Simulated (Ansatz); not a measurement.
SiB2Mo2 in space group Cmmm (No. 65; Si on 2a, Mo on 4j, B on 4i), DFT-PBEsol in the program Ansatz with PAW potentials, all energies at zero smearing, with the estimated change up to a 700 eV cutoff added, with one set of potentials and settings (totals compare only within such a set). Cell of 5 atoms (1 Si, 2 Mo, 2 B): -10723.898 eV.

```csv
element,reference phase,E (eV/atom)
Si,"Fd-3m, 2 atoms in the cell",-621.4920
Mo,"Im-3m, 1 atoms in the cell",-4897.4695
B,"R-3m, 12 atoms in the cell",-152.6698
```

Formation energy per atom, worked out: (-10723.898 − 1×(-621.4920) − 2×(-4897.4695) − 2×(-152.6698))/5 = -0.425 eV/atom (-41 kJ per mol of atoms), at 0 K, without zero-point energy or fitted corrections.

The start of the workflow was typed in or built on a structure type; neither database checked (COD, Materials Project) lists it. Its standing as an ambient phase is unchecked. Symmetry was held in the PBEsol relaxation; its stability against distortions is not shown here. No spin polarisation was allowed. The references are the lowest solids computed at this level, not always the standard phases.

Potentials: the later of the program's two PAW sets.
